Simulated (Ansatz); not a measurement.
## Profile along the Os–Os line in Os (fcc, Cu type)

Os (fcc, Cu type), conventional cell a = 3.821 Å, b = 3.821 Å, c = 3.821 Å, α = 90.00°, β = 90.00°, γ = 90.00°. The calculation uses the primitive cell of 1 atom, to which meshes and values per cell refer.

Fields along a shortest Os–Os line of a {100} plane (2.70 Å), from Os to Os, interpolated on the slice's grid (step about 0.1 Å). The numbers are results of PBEsol (plane waves to 420 eV, PAW, scalar-relativistic; Ansatz, a quantum-chemistry and plane-wave program), not measurements. k mesh 21×21×21. Near the nuclei the fields are pseudised (PAW); where an atom keeps semicore shells as valence, they peak there. Os is run without spin polarisation. Os was relaxed with its symmetry unable to fall. Spin-orbit coupling is left out, though Os is heavy. This is one of several known forms of Os; the measured ambient cells at hand have space group No. 194.

| distance from Os (Å) | valence electron density (e/Å³) | electron localisation function |
|---|---|---|
| 0.00 | 7.78 | x |
| 0.27 | 7.87 | x |
| 0.54 | 5.31 | 0.69 |
| 0.81 | 1.79 | 0.47 |
| 1.08 | 0.64 | 0.29 |
| 1.35 | 0.47 | 0.39 |
| 1.62 | 0.64 | 0.29 |
| 1.89 | 1.79 | 0.47 |
| 2.16 | 5.31 | 0.69 |
| 2.43 | 7.87 | x |
| 2.70 | 7.78 | x |

x: too close to a nucleus for the ELF to mean much.

Density on the Os–Os line (2.70 Å) at its midpoint: 0.47 e/Å³. ELF at that point: 0.39.
